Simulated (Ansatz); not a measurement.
Space group Pm-3m (No. 221). a = 3.812 Å, b = 3.812 Å, c = 3.812 Å, α = 90.00°, β = 90.00°, γ = 90.00°
```tsv
atom	site	symmetry	x	y	z
Mn	1a	m-3m	0.0000	0.0000	0.0000
Zn	3c	4/mm.m	0.0000	0.5000	0.5000
```

Equation of state of this MnZn3 structure (not necessarily the ground state), with shape and atoms relaxed at each volume where symmetry leaves them free. It has no gap at any of these volumes. Computed with Ansatz, DFT r2SCAN, scalar-relativistic, plane waves, PAW.

Cutoff 500 eV; k points 12×12×12 on the computed 4-atom cell (Γ-centred); Gaussian smearing, width 0.10 eV; collinear spin.

```
V (Å³/atom) E − E(largest V) (meV/atom) P (GPa)
     12.191                        41.12    16.47
     12.607                         5.09    11.27
     13.022                       -17.90     6.60
     13.438                       -29.77     2.89
     13.853                       -33.47     0.01
     14.269                       -30.31    -2.55
     14.685                       -20.79    -4.76
     15.239                         0.00    -7.22
```

Task: Fit a third-order Birch–Murnaghan equation to E(V).

Result: V0 = 13.84 Å³/atom, B0 = 93 GPa, B0' = 5.3.

The state reached may not be the lowest one. Only parallel moments were tried here.